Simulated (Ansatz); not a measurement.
**Notes on Zn3Cd**

```yaml
crystal:
  lattice:
    - [6.55241, 0.00000, 0.00000]
    - [0.00000, 4.30112, 0.00000]
    - [0.00000, 0.00000, 9.83840]
  atoms:
    - { symbol: Zn, position: [0.21600, 0.25000, 0.04200] }
    - { symbol: Zn, position: [0.28400, 0.75000, 0.54200] }
    - { symbol: Zn, position: [0.71600, 0.25000, 0.45800] }
    - { symbol: Zn, position: [0.78400, 0.75000, 0.95800] }
    - { symbol: Zn, position: [0.96100, 0.25000, 0.85300] }
    - { symbol: Zn, position: [0.53900, 0.75000, 0.35300] }
    - { symbol: Zn, position: [0.46100, 0.25000, 0.64700] }
    - { symbol: Zn, position: [0.03900, 0.75000, 0.14700] }
    - { symbol: Cd, position: [0.27900, 0.25000, 0.33600] }
    - { symbol: Cd, position: [0.22100, 0.75000, 0.83600] }
    - { symbol: Cd, position: [0.77900, 0.25000, 0.16400] }
    - { symbol: Cd, position: [0.72100, 0.75000, 0.66400] }
    - { symbol: Zn, position: [0.53500, 0.25000, 0.89700] }
    - { symbol: Zn, position: [0.96500, 0.75000, 0.39700] }
    - { symbol: Zn, position: [0.03500, 0.25000, 0.60300] }
    - { symbol: Zn, position: [0.46500, 0.75000, 0.10300] }
```

Method: r2SCAN, no spin polarisation; PAW, plane waves to 500 eV, 5×8×4 Γ-centred mesh, fermi-dirac occupations (width 0.1 eV) (Ansatz 0.2.0), atoms fixed.

Problem. Is there a gap?

Solution. It is a metal, with about 5.2 states/eV a cell as the mean within 0.25 eV of the Fermi level.

Problem. Describe some of the short contacts.

Solution. Zn–Zn at 2.50 Å: least valence density 0.29 e/Å³ and ELF 0.30 there. Zn–Cd at 2.75 Å: least valence density 0.23 e/Å³ and ELF 0.26 there. These are pseudo-fields; inside the PAW spheres they differ from the all-electron ones.

Problem. What does the stress say?

Solution. The pressure is -0.5 GPa (compression positive), so with the atoms held at these fractions the cell is close to zero pressure; the forces are large, so a full relaxation may end otherwise. The principal stresses -1.6, -0.1, 0.3 GPa differ, so its shape would change too.

Problem. How is the charge shared?

Solution. Bader charges in e: Zn -0.12 to -0.04, Cd +0.24. In the mean Cd gives up most and Zn takes most.

Problem. Which atom feels the largest force, and which way?

Solution. The largest is on Zn5 (and as large on other atoms): 0.81 eV/Å, components (-0.79, 0.00, -0.16). It makes 143° with the line to a nearest neighbour, Zn1 at 2.50 Å, pointing away from it.

Origin: a known structure type with other elements, at an estimated volume, so it need not be a known compound.
